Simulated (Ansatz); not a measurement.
Si2Ge as one 6-atom ordering (P-3m1) on the diamond lattice at its r2SCAN geometry, run in the PAW code Ansatz at 3 levels of theory. The cell comes from a prototype generator: it can be a known phase or a hypothetical one. No magnetic order is allowed.

The PBE+SOC input:
```yaml
crystal:
  lattice:
    - [3.8994911291, 0.0, 0.0]
    - [-1.9497455645, 3.3770583796, 0.0]
    - [0.0, 0.0, 9.5539021419]
  atoms:
    - { symbol: Si, position: [0.3333333333, 0.6666666667, 0.7034775588] }
    - { symbol: Si, position: [0.0, 0.0, 0.3763791991] }
    - { symbol: Ge, position: [0.6666666667, 0.3333333333, 0.0454279632] }
    - { symbol: Si, position: [0.0, 0.0, 0.6236208009] }
    - { symbol: Si, position: [0.6666666667, 0.3333333333, 0.2965224412] }
    - { symbol: Ge, position: [0.3333333333, 0.6666666667, 0.9545720368] }
kpoints:
  mp_grid: { grid: [12, 12, 4] }
  band_path:
    path:
      - [0.0, 0.0, 0.0]
      - [0.5, 0.0, 0.0]
      - [0.3333333333, 0.3333333333, 0.0]
      - [0.0, 0.0, 0.5]
      - [0.5, 0.0, 0.5]
      - [0.3333333333, 0.3333333333, 0.5]
      - [0.0, 0.414062, 0.177083]
    npoints: 1
hamiltonian:
  xc: pbe
scf:
  occupations: { method: fermi_dirac, width: 0.02 }
  n_extra_bands: 10
magnetization:
  noncollinear: true
  spin_orbit: true
output:
  forces: true
  stress: true
  eigenvalues: true
```

Main results, then, where recorded, the levels near the gap in eV from the Fermi energy (columns number the bands from 0), one row a point of the path (Γ, M, K, A, L, H, (0, 0.414, 0.177)):
```
Crystal: 6 atoms, lattice volume = 125.814 Å³
Symmetry: 12 space group operations + 12 with time reversal
Magnetic group: BNS 164.86 (UNI 1316)
```
```
Basis set: ecut = 420 eV, 2515 PW (Γ)
k-points: 69 of 576
SCF converged after 8 iterations
Free energy (F): -11133.288010 eV
Fermi energy:    7.402609 eV
--- Forces (eV/Å), atoms counted from 1 ---
  atom   1  Si      0.00000      0.00000    -0.07867
  atom   2  Si      0.00000      0.00000      0.00263
  atom   3  Ge      0.00000      0.00000      0.08022
  atom   4  Si      0.00000      0.00000    -0.00263
  atom   5  Si      0.00000      0.00000      0.07867
  atom   6  Ge      0.00000      0.00000    -0.08022
--- Stress (GPa, compression-positive) ---
        1.929646       0.000000       0.000000
        0.000000       1.929646       0.000000
        0.000000       0.000000       1.972853
  P = ⅓ Tr σ = 1.9440 GPa (19.440 kbar)
```
```tsv
band_34	band_35	band_36	band_37	band_38	band_39	band_40	band_41	band_42	band_43	band_44	band_45	band_46	band_47	band_48	band_49
-1.378	-1.378	-1.296	-1.296	-0.429	-0.429	-0.259	-0.259	-0.161	-0.161	0.769	0.769	0.901	0.901	1.889	1.889
-3.330	-3.330	-3.290	-3.290	-3.192	-3.192	-2.334	-2.334	-2.040	-2.040	0.289	0.289	0.356	0.356	1.395	1.395
-4.846	-4.846	-4.639	-4.639	-2.562	-2.562	-2.553	-2.553	-2.523	-2.523	1.054	1.054	1.064	1.064	1.358	1.358
-1.713	-1.713	-1.092	-1.092	-1.059	-1.059	-0.601	-0.601	-0.433	-0.433	0.686	0.686	1.534	1.534	1.601	1.601
-4.017	-4.017	-3.135	-3.135	-2.879	-2.879	-1.676	-1.676	-1.568	-1.568	0.430	0.430	0.682	0.682	0.921	0.921
-4.506	-4.506	-4.219	-4.219	-3.198	-3.198	-3.161	-3.161	-3.142	-3.142	2.843	2.843	2.856	2.856	3.042	3.042
-3.213	-3.213	-3.172	-3.172	-2.481	-2.481	-2.022	-2.022	-1.753	-1.753	0.165	0.165	0.790	0.790	1.283	1.283
```

With PBE+SOC the valence top lies at Γ and the conduction bottom at k = (0, 0.414, 0.177), 0.33 eV higher; the smallest vertical gap, at Γ, is 0.93 eV.

r2SCAN. Against the first input these blocks differ (the band path and keys that only write files left aside):
```yaml
hamiltonian:
  xc: r2scan
scf:
  occupations: { method: fixed }
  n_extra_bands: 5
```
(magnetization left out)

```
Basis set: ecut = 500 eV, 3185 PW (Γ)
k-points: 69 of 576
SCF converged after 6 iterations
Free energy (F): -11162.008258 eV
Fermi energy:    7.048612 eV
--- Forces (eV/Å), atoms counted from 1 ---
  atom   1  Si      0.00000      0.00000      0.00065
  atom   2  Si      0.00000      0.00000      0.00035
  atom   3  Ge      0.00000      0.00000      0.00099
  atom   4  Si      0.00000      0.00000    -0.00035
  atom   5  Si      0.00000      0.00000    -0.00065
  atom   6  Ge      0.00000      0.00000    -0.00099
--- Stress (GPa, compression-positive) ---
        0.000524       0.000000       0.000000
        0.000000       0.000524       0.000000
        0.000000       0.000000      -0.002575
  P = ⅓ Tr σ = -0.0005 GPa (-0.005 kbar)
```
```tsv
band_17	band_18	band_19	band_20	band_21	band_22	band_23	band_24
-1.154	-1.154	-0.147	0.000	0.000	1.315	1.460	2.513
-3.228	-3.201	-3.061	-2.200	-1.908	0.728	0.800	1.884
-4.804	-4.576	-2.432	-2.432	-2.425	1.530	1.530	1.847
-1.576	-0.867	-0.867	-0.307	-0.307	1.237	2.091	2.167
-3.942	-3.046	-2.780	-1.487	-1.436	0.870	1.234	1.387
-4.445	-4.134	-3.092	-3.049	-3.049	3.376	3.376	3.600
-3.129	-3.087	-2.359	-1.839	-1.607	0.596	1.252	1.775
```

With r2SCAN the valence top lies at Γ and the conduction bottom at k = (0, 0.414, 0.177), 0.60 eV higher; the smallest vertical gap, at Γ, is 1.31 eV. The mean stress is close to zero (0.00 GPa).

Problem. In the first input these blocks are replaced (the band path and keys that only write files left aside):
```yaml
kpoints:
  mp_grid: { grid: [6, 6, 2] }
hamiltonian:
  xc: hse06
scf:
  occupations: { method: fixed }
  n_extra_bands: 5
```
(magnetization left out)
What comes out?

Solution.
```
Basis set: ecut = 420 eV, 2515 PW (Γ)
k-points: 14 of 72
Exchange kernel: α = 0.2500, screened, ω = 0.2079 Å⁻¹, Wigner–Seitz truncation, v(0) = 1045.8517 eV·Å³, q-mesh 6×6×2
hybrid outer 1: dexx = +1.909e-2 eV, tail = 5.93e-5 eV
hybrid outer 2: dexx = +1.480e-6 eV, tail = 2.74e-8 eV, Δε = 3.11e-3 eV, ΔF = 3.38e-3 eV/Å
hybrid SCF converged: 2 outer / 13 inner (+4 warm-up)
Free energy (F): -11136.764011 eV
Fermi energy:    6.854705 eV
--- Forces (eV/Å), atoms counted from 1 ---
  atom   1  Si      0.00000      0.00000    -0.03395
  atom   2  Si      0.00000      0.00000      0.00921
  atom   3  Ge      0.00000      0.00000      0.01313
  atom   4  Si      0.00000      0.00000    -0.00921
  atom   5  Si      0.00000      0.00000      0.03395
  atom   6  Ge      0.00000      0.00000    -0.01313
--- Stress (GPa, compression-positive) ---
        0.154576       0.000000       0.000000
        0.000000       0.154576       0.000000
        0.000000       0.000000      -0.165222
  P = ⅓ Tr σ = 0.0480 GPa (0.480 kbar)
```
```tsv
band_17	band_18	band_19	band_20	band_21	band_22	band_23	band_24
-1.198	-1.198	-0.162	0.000	0.000	1.725	1.792	2.975
-3.375	-3.327	-3.186	-2.299	-1.966	1.060	1.118	2.273
-5.044	-4.812	-2.532	-2.521	-2.521	1.895	1.895	2.188
-1.648	-0.914	-0.914	-0.285	-0.285	1.571	2.480	2.585
-4.130	-3.188	-2.897	-1.540	-1.489	1.220	1.570	1.721
-4.659	-4.339	-3.230	-3.162	-3.162	3.798	3.798	4.024
-3.273	-3.220	-2.458	-1.895	-1.659	0.921	1.593	2.139
```
HSE06 gives an indirect gap of 0.92 eV, from Γ to k = (0, 0.414, 0.177); the least direct gap is 1.73 eV at Γ. The mean stress, 0.0 GPa, is small, and the program warns that its thresholds are loose for a hybrid's stress.

The hybrids run on coarser meshes, which limits their stresses and small splittings of levels.

Totals of different functionals, or with and without spin-orbit coupling, can't be compared.

Only the levels marked +SOC include spin-orbit coupling.

The meshes of the hybrids are coarse, so their gaps aren't converged to the digits shown.
